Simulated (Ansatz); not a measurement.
Consider the following.

CoLi$_{4}$Nb$_{6}$O$_{18}$:
```cif
data_CoLi4Nb6O18
_chemical_formula_sum 'Co1 Li4 Nb6 O18'
_space_group_name_H-M_alt 'P 1'
_space_group_IT_number 1
_cell_length_a 5.15723
_cell_length_b 5.15723
_cell_length_c 13.89062
_cell_angle_alpha 90.000
_cell_angle_beta 90.000
_cell_angle_gamma 120.000
loop_
_space_group_symop_operation_xyz
  'x, y, z'
loop_
_atom_site_label
_atom_site_type_symbol
_atom_site_fract_x
_atom_site_fract_y
_atom_site_fract_z
_atom_site_occupancy
Co1 Co 0.00000 0.00000 0.21394 1
Li1 Li 0.66667 0.33333 0.55709 1
Li2 Li 0.33333 0.66667 0.38831 1
Li3 Li 0.33333 0.66667 0.88211 1
Li4 Li 0.00000 0.00000 0.72188 1
Nb1 Nb 0.33333 0.66667 0.16442 1
Nb2 Nb 0.66667 0.33333 0.33839 1
Nb3 Nb 0.00000 0.00000 0.50354 1
Nb4 Nb 0.33333 0.66667 0.66884 1
Nb5 Nb 0.66667 0.33333 0.83636 1
Nb6 Nb 0.00000 0.00000 0.99425 1
O1 O 0.05221 0.73705 0.10597 1
O2 O 0.68485 0.94779 0.10597 1
O3 O 0.00769 0.36993 0.27223 1
O4 O 0.26295 0.31515 0.10597 1
O5 O 0.36224 0.99231 0.27223 1
O6 O 0.63007 0.63776 0.27223 1
O7 O 0.70357 0.04608 0.43682 1
O8 O 0.34251 0.29643 0.43682 1
O9 O 0.67618 0.71344 0.60240 1
O10 O 0.95392 0.65749 0.43682 1
O11 O 0.03726 0.32382 0.60240 1
O12 O 0.28656 0.96274 0.60240 1
O13 O 0.37378 0.38135 0.76777 1
O14 O 0.00757 0.62622 0.76777 1
O15 O 0.33398 0.03388 0.93056 1
O16 O 0.61865 0.99243 0.76777 1
O17 O 0.69989 0.66602 0.93056 1
O18 O 0.96612 0.30011 0.93056 1
```
Starting moments (μB, in the order of the atoms Co Li Li Li Li Nb Nb Nb Nb Nb Nb O O O O O O O O O O O O O O O O O O): 2.6 0.0 0.0 0.0 0.0 0.0 0.0 0.0 0.0 0.0 0.0 0.1 0.1 0.1 0.1 0.1 0.1 0.0 0.0 0.0 0.0 0.0 0.0 0.0 0.0 0.0 0.0 0.0 0.0.

This is the r²SCAN-relaxed structure.

Q: All from r²SCAN (plane waves, PAW; program Ansatz), unless another level is named. Give the smallest direct gap on the standard path.

A: 1.57 eV.

Q: And the weight of the conduction-edge state by species (Voronoi cells)?

A: Co 64 %, Nb 19 %, O 17 %.

Q: What about the weight of the valence-edge state by species (Voronoi cells)?

A: Co 81 %, O 17 %.

Space group P3. The start of the workflow was typed in or built on a structure type; neither database checked (COD, Materials Project) lists it. Its standing as an ambient phase is unchecked. The r²SCAN relaxation kept the symmetry of its start; its stability against distortions is not shown here. The final state is ferromagnetic, the only order run, not a proven ground state. Other orbital occupations within this spin state were not tried. No Hubbard U is applied. Spin–orbit coupling is left out wherever it is not named.

Potentials: the later of the program's two PAW sets.
